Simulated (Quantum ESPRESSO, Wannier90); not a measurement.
**Wannierisation of Nb₂O₅ (C2/m)**

Cell from Materials Project (mp-1595), symmetrised, no further relaxation. Not found in the COD (Crystallography Open Database) copy used, which has the formula in other groups; not checked further. Method: PBEsol plane waves in Quantum ESPRESSO 7.5 (PseudoDojo norm-conserving files, 68 Ry, no spin polarisation, no spin-orbit coupling), Bloch states on a 6×6×6 mesh through Γ, Wannier90 4.0.1. Density: 8×8×8 mesh, cold smearing 0.01 Ry.

On the energy scale of pw.x, whose zero is arbitrary, the valence-band maximum lies at 5.97 eV.

Input w.win:

```
num_bands = 43
num_wann = 25
exclude_bands = 1-13
num_iter = 1000
conv_tol = 1.0e-6
conv_window = 4
dis_num_iter = 1000
dis_conv_tol = 1.0e-6
dis_froz_max = 9.62
write_hr = true
write_u_matrices = true
begin projections
Nb: d
O: p
end projections
begin unit_cell_cart
ang
    0.0000000000    3.8588200000    0.0000000000
   -0.0588440000    0.0000000000    4.0181890000
    6.5037450000   -1.9294100000    0.0000000000
end unit_cell_cart
begin atoms_frac
Nb  -0.1465200000 -0.0680600000 -0.2930400000
Nb   0.1465200000  0.0680600000  0.2930400000
O   -0.1490400000  0.4843700000 -0.2980800000
O    0.1490400000 -0.4843700000  0.2980800000
O    0.0000000000  0.0000000000  0.0000000000
O   -0.3149000000  0.0054300000  0.3702000000
O    0.3149000000 -0.0054300000 -0.3702000000
end atoms_frac
mp_grid = 6 6 6
begin kpoints
0.0000000000 0.0000000000 0.0000000000
0.0000000000 0.0000000000 0.1666666667
0.0000000000 0.0000000000 0.3333333333
... (213 more lines: the 6x6x6 mesh through Gamma)
end kpoints
```

Input of pw2wannier90.x that gives the overlap and projection files (equivalent; here they were cut from one run over all bands):

```
&inputpp
  outdir = './out'
  prefix = 'pwscf'
  seedname = 'w'
  write_amn = .true.
  write_mmn = .true.
/
```

Output w.wout (banner and timings cut):

```
                                    ------
                                    SYSTEM
                                    ------

                              Lattice Vectors (Ang)
                    a_1     0.000000   3.858820   0.000000
                    a_2    -0.058844   0.000000   4.018189
                    a_3     6.503745  -1.929410   0.000000

                   Unit Cell Volume:     100.84361  (Ang^3)

                        Reciprocal-Space Vectors (Ang^-1)
                    b_1     0.483044   1.628266   0.007074
                    b_2    -0.000000   0.000000   1.563686
                    b_3     0.966087  -0.000000   0.014148

 *----------------------------------------------------------------------------*
 |   Site       Fractional Coordinate          Cartesian Coordinate (Ang)     |
 +----------------------------------------------------------------------------+
 | nb   1  -0.14652  -0.06806  -0.29304   |   -1.90185   0.00000  -0.27348    |
 | nb   2   0.14652   0.06806   0.29304   |    1.90185   0.00000   0.27348    |
 | o    1  -0.14904   0.48437  -0.29808   |   -1.96714   0.00000   1.94629    |
 | o    2   0.14904  -0.48437   0.29808   |    1.96714   0.00000  -1.94629    |
 | o    3   0.00000   0.00000   0.00000   |    0.00000   0.00000   0.00000    |
 | o    4  -0.31490   0.00543   0.37020   |    2.40737  -1.92941   0.02182    |
 | o    5   0.31490  -0.00543  -0.37020   |   -2.40737   1.92941  -0.02182    |
 *----------------------------------------------------------------------------*
                                ------------
                                K-POINT GRID
                                ------------

             Grid size =  6 x  6 x  6      Total points =  216

 *---------------------------------- MAIN ------------------------------------*
 |  Number of Wannier Functions               :                25             |
 |  Number of Objective Wannier Functions     :                25             |
 |  Number of input Bloch states              :                43             |
 |  Output verbosity (1=low, 5=high)          :                 1             |
 |  Timing Level (1=low, 5=high)              :                 1             |
 |  Optimisation (0=memory, 3=speed)          :                 3             |
 |  Length Unit                               :               Ang             |
 |  Post-processing setup (write *.nnkp)      :                 F             |
 |  Using Gamma-only branch of algorithms     :                 F             |
 *----------------------------------------------------------------------------*
 *------------------------------- WANNIERISE ---------------------------------*
 |  Total number of iterations                :              1000             |
 |  Number of CG steps before reset           :                 5             |
 |  Trial step length for line search         :             2.000             |
 |  Convergence tolerence                     :         0.100E-05             |
 |  Convergence window                        :                 4             |
 |  Iterations between writing output         :                 1             |
 |  Iterations between backing up to disk     :               100             |
 |  Write r^2_nm to file                      :                 F             |
 |  Write xyz WF centres to file              :                 F             |
 |  Write on-site energies <0n|H|0n> to file  :                 F             |
 |  Use guiding centre to control phases      :                 F             |
 |  Use phases for initial projections        :                 F             |
 *----------------------------------------------------------------------------*
 *------------------------------- DISENTANGLE --------------------------------*
 |  Using band disentanglement                :                 T             |
 |  Total number of iterations                :              1000             |
 |  Mixing ratio                              :             0.500             |
 |  Convergence tolerence                     :         1.000E-06             |
 |  Convergence window                        :                 3             |
 *----------------------------------------------------------------------------*
 *-------------------------------- PLOTTING ----------------------------------*
 |  Plotting Hamiltonian in WF basis          :                 T             |
 *----------------------------------------------------------------------------*

       ... (k-mesh section left out)

 Starting a new Wannier90 calculation ...

 Reading overlaps from w.mmn

 Reading projections from w.amn

 *------------------------------- DISENTANGLE --------------------------------*
 +----------------------------------------------------------------------------+
 |                              Energy  Windows                               |
 |                              ---------------                               |
 |                   Outer:    0.51518  to   28.20329  (eV)                   |
 |                   Inner:    0.51518  to    9.62000  (eV)                   |
 +----------------------------------------------------------------------------+
   Number of target bands to extract:   25

                   Unitarised projection of Wannier functions
                   ------------------------------------------
   A_mn = <psi_m|g_n> --> S = A.A^+ --> U = S^-1/2.A
   In dis_project... done
   Using an inner window (linner = T)
   In dis_proj_froz... done

                   Extraction of optimally-connected subspace
                   ------------------------------------------
 +---------------------------------------------------------------------+<-- DIS
 |  Iter     Omega_I(i-1)      Omega_I(i)      Delta (frac.)           |<-- DIS
 +---------------------------------------------------------------------+<-- DIS
       1      21.66069447      21.39067402       1.262E-02    <-- DIS
       2      21.45911948      21.30122466       7.412E-03    <-- DIS
       3      21.35817791      21.23416744       5.840E-03    <-- DIS
       4      21.27854606      21.18065976       4.621E-03    <-- DIS
       5      21.21524404      21.13676498       3.713E-03    <-- DIS
       6      21.16414805      21.10004360       3.038E-03    <-- DIS
       ... (lines left out)
     101      20.79898068      20.79885617       5.986E-06    <-- DIS
       ... (lines left out)
     134      20.79797576      20.79795522       9.876E-07    <-- DIS
     135      20.79795906      20.79793993       9.199E-07    <-- DIS
     136      20.79794285      20.79792506       8.551E-07    <-- DIS

             <<<      Delta < 1.000E-06  over  3 iterations     >>>
             <<< Disentanglement convergence criteria satisfied >>>

        Final Omega_I    20.79792506 (Ang^2)

 +----------------------------------------------------------------------------+

 Writing checkpoint file w.chk... done

 *------------------------------- WANNIERISE ---------------------------------*
 +--------------------------------------------------------------------+<-- CONV
 | Iter  Delta Spread     RMS Gradient      Spread (Ang^2)            |<-- CONV
 +--------------------------------------------------------------------+<-- CONV

 ------------------------------------------------------------------------------
 Initial State
  WF centre and spread    1  ( -1.907225,  0.000000, -0.207069 )     1.00929021
  WF centre and spread    2  ( -1.911226,  0.000000, -0.266683 )     1.07099040
  WF centre and spread    3  ( -1.900928,  0.000000, -0.263315 )     1.06443292
  WF centre and spread    4  ( -1.931560, -0.000000, -0.286775 )     0.98822061
  WF centre and spread    5  ( -1.851430,  0.000000, -0.280530 )     1.13180055
  WF centre and spread    6  (  1.907225, -0.000000,  0.207069 )     1.00929021
  WF centre and spread    7  (  1.911226, -0.000000,  0.266683 )     1.07099039
  WF centre and spread    8  (  1.900928, -0.000000,  0.263315 )     1.06443291
  WF centre and spread    9  (  1.931560,  0.000000,  0.286775 )     0.98822061
  WF centre and spread   10  (  1.851430, -0.000000,  0.280530 )     1.13180055
  WF centre and spread   11  ( -1.969401,  0.000000,  1.910391 )     0.70992273
  WF centre and spread   12  ( -1.971451, -0.000000,  1.954212 )     0.71065317
  WF centre and spread   13  ( -1.964331, -0.000000,  1.955393 )     0.70383485
  WF centre and spread   14  (  1.969401, -0.000000, -1.910391 )     0.70992273
  WF centre and spread   15  (  1.971451,  0.000000, -1.954212 )     0.71065317
  WF centre and spread   16  (  1.964331,  0.000000, -1.955393 )     0.70383485
  WF centre and spread   17  (  0.000000, -0.000000,  0.000000 )     0.68024770
  WF centre and spread   18  (  0.000000,  0.000000, -0.000000 )     0.71978103
  WF centre and spread   19  (  0.000000, -0.000000,  0.000000 )     0.68102437
  WF centre and spread   20  (  2.411052, -1.929410,  0.018511 )     0.70495817
  WF centre and spread   21  (  2.400393, -1.929410,  0.024189 )     0.72529082
  WF centre and spread   22  (  2.405183, -1.929410,  0.025514 )     0.71886918
  WF centre and spread   23  ( -2.411052,  1.929410, -0.018511 )     0.70495817
  WF centre and spread   24  ( -2.400393,  1.929410, -0.024189 )     0.72529082
  WF centre and spread   25  ( -2.405183,  1.929410, -0.025514 )     0.71886918
  Sum of centres and spreads (  0.000000,  0.000000, -0.000000 )    21.15758032

      0     0.212E+02     0.0000000000       21.1575802652  <-- CONV
        O_D=      0.0037508 O_OD=      0.3559044 O_TOT=     21.1575803 <-- SPRD
 ------------------------------------------------------------------------------
      1    -0.458E-01     0.1245802097       21.1117476416  <-- CONV
        O_D=      0.0020136 O_OD=      0.3118090 O_TOT=     21.1117476 <-- SPRD
      2    -0.119E-01     0.1322412115       21.0998491095  <-- CONV
        O_D=      0.0017525 O_OD=      0.3001715 O_TOT=     21.0998491 <-- SPRD
      3    -0.864E-02     0.1011130954       21.0912088130  <-- CONV
        O_D=      0.0017192 O_OD=      0.2915645 O_TOT=     21.0912088 <-- SPRD
      4    -0.807E-02     0.0919647806       21.0831393960  <-- CONV
        O_D=      0.0018190 O_OD=      0.2833953 O_TOT=     21.0831394 <-- SPRD
      5    -0.763E-02     0.0921159301       21.0755115088  <-- CONV
        O_D=      0.0018344 O_OD=      0.2757520 O_TOT=     21.0755115 <-- SPRD
       ... (lines left out)
     33    -0.931E-06     0.0010115337       21.0644323407  <-- CONV
        O_D=      0.0013914 O_OD=      0.2651159 O_TOT=     21.0644323 <-- SPRD
     34    -0.803E-06     0.0009482730       21.0644315374  <-- CONV
        O_D=      0.0013914 O_OD=      0.2651151 O_TOT=     21.0644315 <-- SPRD
     35    -0.789E-06     0.0009212369       21.0644307482  <-- CONV
        O_D=      0.0013914 O_OD=      0.2651143 O_TOT=     21.0644307 <-- SPRD
             <<<     Delta < 1.000E-06  over  4 iterations     >>>
             <<< Wannierisation convergence criteria satisfied >>>
 Final State
  WF centre and spread    1  ( -1.907721,  0.000000, -0.203125 )     1.00184666
  WF centre and spread    2  ( -1.911008,  0.000000, -0.267518 )     1.07527234
  WF centre and spread    3  ( -1.901046,  0.000000, -0.263956 )     1.06860557
  WF centre and spread    4  ( -1.933900, -0.000000, -0.286682 )     0.98642481
  WF centre and spread    5  ( -1.846185,  0.000000, -0.280655 )     1.12990664
  WF centre and spread    6  (  1.907721, -0.000000,  0.203125 )     1.00184666
  WF centre and spread    7  (  1.911008, -0.000000,  0.267518 )     1.07527234
  WF centre and spread    8  (  1.901046, -0.000000,  0.263956 )     1.06860557
  WF centre and spread    9  (  1.933900,  0.000000,  0.286682 )     0.98642481
  WF centre and spread   10  (  1.846185, -0.000000,  0.280655 )     1.12990664
  WF centre and spread   11  ( -1.969444,  0.000000,  1.907947 )     0.70420990
  WF centre and spread   12  ( -1.971077, -0.000000,  1.954135 )     0.70458072
  WF centre and spread   13  ( -1.965224, -0.000000,  1.955222 )     0.69738507
  WF centre and spread   14  (  1.969444, -0.000000, -1.907947 )     0.70420990
  WF centre and spread   15  (  1.971077,  0.000000, -1.954135 )     0.70458072
  WF centre and spread   16  (  1.965224,  0.000000, -1.955222 )     0.69738506
  WF centre and spread   17  (  0.000000, -0.000000,  0.000000 )     0.67688966
  WF centre and spread   18  (  0.000000,  0.000000, -0.000000 )     0.70879162
  WF centre and spread   19  (  0.000000, -0.000000,  0.000000 )     0.68160862
  WF centre and spread   20  (  2.411329, -1.929410,  0.018918 )     0.70134726
  WF centre and spread   21  (  2.401223, -1.929410,  0.024431 )     0.72371298
  WF centre and spread   22  (  2.407027, -1.929410,  0.025227 )     0.70527851
  WF centre and spread   23  ( -2.411329,  1.929410, -0.018918 )     0.70134726
  WF centre and spread   24  ( -2.401223,  1.929410, -0.024431 )     0.72371298
  WF centre and spread   25  ( -2.407027,  1.929410, -0.025227 )     0.70527851
  Sum of centres and spreads (  0.000000,  0.000000, -0.000000 )    21.06443080

         Spreads (Ang^2)       Omega I      =    20.797925064
        ================       Omega D      =     0.001391380
                               Omega OD     =     0.265114304
    Final Spread (Ang^2)       Omega Total  =    21.064430748
```
